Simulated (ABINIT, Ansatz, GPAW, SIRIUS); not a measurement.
One calculation of Ta3N, 4 ways

```
Ta N
1.0
     3.03222    0.00000    0.00000
    -1.51611    2.62598    0.00000
     0.00000    0.00000    7.52414
Ta N
3 1
Cartesian
  1.5161 0.8753 6.2155
  0.0000 1.7507 1.3087
  0.0000 0.0000 3.7621
  0.0000 0.0000 0.0000
```

The cell comes from a database or a generator and needn't be the stable form of this composition.

Alike in all runs: task single point; functional PBEsol; k mesh 10 × 10 × 4; occupations fermi-dirac, width 0.05 eV; no spin polarisation; no spin-orbit coupling. Pressure is positive in compression and, in plane waves, holds the error of the finite cutoff.

| program and potentials | plane-wave cutoff (eV) | notes | pressure (GPa) | largest force (eV/Å) |
| --- | --- | --- | --- | --- |
| ABINIT, PseudoDojo NC SR PBEsol v0.4.1 standard | 1143 | - | -8.10 | 0.396 |
| GPAW, PAW data sets generated for this functional | 800 | - | -7.99 | 0.363 |
| Ansatz, all-electron LAPW, scalar-relativistic | - | - | -8.04 | 0.395 |
| SIRIUS, PseudoDojo 0.4.1 PBEsol standard (scalar relativistic) | 1152 | - | -8.10 | 0.396 |

Force on atom 1 (Ta), eV/Å:

```json
{"program and potentials": "ABINIT, PseudoDojo NC SR PBEsol v0.4.1 standard", "x": "0.000", "y": "0.000", "z": "0.396"}
{"program and potentials": "GPAW, PAW data sets generated for this functional", "x": "0.000", "y": "0.000", "z": "0.363"}
{"program and potentials": "Ansatz, all-electron LAPW, scalar-relativistic", "x": "0.000", "y": "0.000", "z": "0.395"}
{"program and potentials": "SIRIUS, PseudoDojo 0.4.1 PBEsol standard (scalar relativistic)", "x": "0.000", "y": "0.000", "z": "0.396"}
```

The pressure spans -8.10 (SIRIUS, PseudoDojo 0.4.1 PBEsol standard (scalar relativistic)) to -7.99 GPa (GPAW, PAW data sets generated for this functional), with all-electron results at -8.04.

Differences between rows come from potentials, basis sets and numerical settings, since the functional is the same but for its coding. Runs on potential files found faulty are left out.
